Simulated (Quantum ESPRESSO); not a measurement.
Inputs of pw.x and gipaw.x (a modified build of Quantum ESPRESSO, PBE) for MgS; the starting potential comes from an earlier run on another mesh:

```
&CONTROL
  calculation = 'scf'
  prefix = 'x'
  pseudo_dir = './pseudo'
  outdir = './out'
  tprnfor = .true.
/
&SYSTEM
  ibrav = 0
  nat = 2
  ntyp = 2
  ecutwfc = 40
  ecutrho = 160
  occupations = 'fixed'
  nbnd = 8
/
&ELECTRONS
  conv_thr = 1e-11
  startingpot = 'file'
/
ATOMIC_SPECIES
Mg 24.305 Mg.GGA_PBE-JTH.UPF
S 32.060 S.GGA_PBE-JTH.UPF
CELL_PARAMETERS angstrom
    0.000000000000     2.601650000000     2.601650000000
    2.601650000000     0.000000000000     2.601650000000
    2.601650000000     2.601650000000     0.000000000000
ATOMIC_POSITIONS crystal
Mg     0.000000000000     0.000000000000     0.000000000000
S      0.500000000000     0.500000000000     0.500000000000
K_POINTS automatic
6 6 6 1 1 1
```

```
&INPUTGIPAW
  job = 'nmr'
  prefix = 'x'
  tmp_dir = './out/'
  restart_mode = 'from_scratch'
  pawproj(1) = .true.
  pawproj(2) = .true.
  use_nmr_macroscopic_shape = .false.
/
```

The cell was made here from an entry of the Crystallography Open Database (unchecked): atoms relaxed with PBE in the measured cell (PBE without dispersion, pw.x of Quantum ESPRESSO, symmetry kept).  Stability against distortions was not tested.

Task: Give the final section of the GIPAW output.

Result: 
```
     f-sum rule (should be   -10.5272):
           -10.5288         -0.0000         -0.0000
            -0.0000        -10.5288         -0.0000
            -0.0000         -0.0000        -10.5288

     Total NMR chemical shifts in ppm: ---------------------------------------
     (adopting the Simpson convention for anisotropy and asymmetry)-----------

     Atom  1  Mg  pos: (  0.000000  0.000000  0.000000)  Total sigma:         560.91
           560.9082         -0.0000         -0.0000
            -0.0000        560.9082         -0.0000
            -0.0000         -0.0000        560.9082

     Mg      1    anisotropy:      0.00    eta:    0.0000
     Mg      1    sigma_11=    560.91
     Mg      1    sigma_22=    560.91
     Mg      1    sigma_33=    560.91

     Atom  2  S   pos: (  0.707107  0.707107  0.707107)  Total sigma:         587.50
           587.4979         -0.0000         -0.0000
             0.0000        587.4979         -0.0000
            -0.0000         -0.0000        587.4979

     S       2    anisotropy:      0.00    eta:    0.0000
     S       2    sigma_11=    587.50
     S       2    sigma_22=    587.50
     S       2    sigma_33=    587.50
```
The printed anisotropy is 3/2 (σ_33 − σ_iso) in the program's own order; the axes are left out here. All sites are cubic, so the anisotropy vanishes by symmetry. Shieldings are absolute and leave out the bulk-susceptibility term; a larger σ means a smaller chemical shift. By our sweeps, such settings leave a few ppm in absolute σ. No d partial waves on Mg, S: the paramagnetic term there is incompletely reconstructed.
